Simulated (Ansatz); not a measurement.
Settings and field gradients in Si with Nb replacing Si

Cell: a supercell of Si (diamond type, Fd-3m) built from a COD entry (the entry's cell lengths or inner coordinates differ somewhat from later room-temperature determinations), with all atoms left at the host's positions.

Space group F-43m (No. 216); a = 16.2814 Å.

```csv
site,Wyckoff,site symmetry,x,y,z
Nb,4d,-43m,0.2500,0.7500,0.2500
Si2,48h,..m,0.4167,0.7500,0.4167
Si5,16e,.3m,0.5833,0.5833,0.4167
Si9,16e,.3m,0.9167,0.4167,0.5833
Si15,24g,2.mm,0.7500,0.4167,0.7500
Si28,16e,.3m,0.1667,0.8333,0.1667
Si30,24f,2.mm,0.5000,0.8333,0.5000
Si32,48h,..m,0.5000,0.6667,0.3333
Si41,4b,-43m,0.5000,0.5000,0.5000
Si45,16e,.3m,0.8333,0.3333,0.6667
```

One atom of each set is listed; the run and its k-mesh use a cell of 54 atoms with edges of 11.51, 11.51, 11.51 Å.

Reference run. All values are calculated (Ansatz; DFT, PBE, plane waves and PAW, scalar-relativistic, 420 eV cutoff, Γ-centred 2×2×2 k-points, Fermi–Dirac smearing 0.01 eV, cell charge +1), not measured.

It gives V_zz (10²¹ V/m²) Si28 -3.84 (η 0.00), among others. Each of these runs changes the input as listed (caps on SCF iterations aside):

A. scf.n_extra_bands: not typed → 4
B. total_charge: 1 → 2

Problem. Which of these changes matter for the gradients?

Solution. 

```tsv
run	Si28 V_zz (η)	largest change of a gradient tensor, all atoms	note
A	-3.84 (0.00)	0.00	converged
B	-3.70 (0.00)	0.29	converged; cell charge +2 on a uniform background; odd number of electrons without spin polarisation
```

Run B moves them most, on Si2 (V_zz from 1.33 to 1.51).

On the reference run: The run isn't spin-polarised, and a state with spin may lie lower. The defect repeats with the cell of 54 atoms, so it feels its images: sites between two images don't show the values beside a lone defect, and zeros or small values of η there can come from the images' arrangement. A uniform background compensates the cell's charge. The defect cell has no gap above 0.1 eV on its mesh, so the values can hang on the smearing and the k-mesh. Without spin–orbit coupling (the program notes it for Nb) the gradients can shift somewhat, as the gap is small. The neighbours have not yet relaxed around the defect (largest force 2.2 eV/Å), so a real crystal will differ.
